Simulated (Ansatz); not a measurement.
Consider the following.

SbRuS:
Space group P2₁/c (No. 14); a = 6.220 Å, b = 6.159 Å, c = 6.232 Å, α = 90.00°, β = 111.57°, γ = 90.00°

| atom | site | symmetry | x | y | z |
|---|---|---|---|---|---|
| Sb | 4e | 1 | 0.1494 | 0.3713 | 0.3709 |
| Ru | 4e | 1 | 0.7040 | 0.4876 | 0.1974 |
| S | 4e | 1 | 0.6472 | 0.1322 | 0.3204 |

This is the r²SCAN-relaxed structure.

Q: All from r²SCAN in the plane-wave PAW code Ansatz, unless another level is named. Predict the band gap.

A: 1.05 eV (indirect).

Q: Next, the formation energy from the elements (no fitted shifts)?

A: -52 kJ/mol-atom.

Q: And the smallest direct gap on the standard path?

A: 1.28 eV.

Q: Predict the conduction-band minimum.

A: at Γ.

Space group P2_1/c. The first step of the workflow began from a Materials Project structure, measured or hypothetical; the Crystallography Open Database copy checked does not list it. Its standing as an ambient phase is unchecked. The r²SCAN relaxation kept the symmetry of its start; its stability against distortions is not shown here. The run is not spin-polarised. The references are the lowest solids computed at this level, not always the standard phases. Spin–orbit coupling is left out wherever it is not named.

Potentials: the later of the program's two PAW sets.
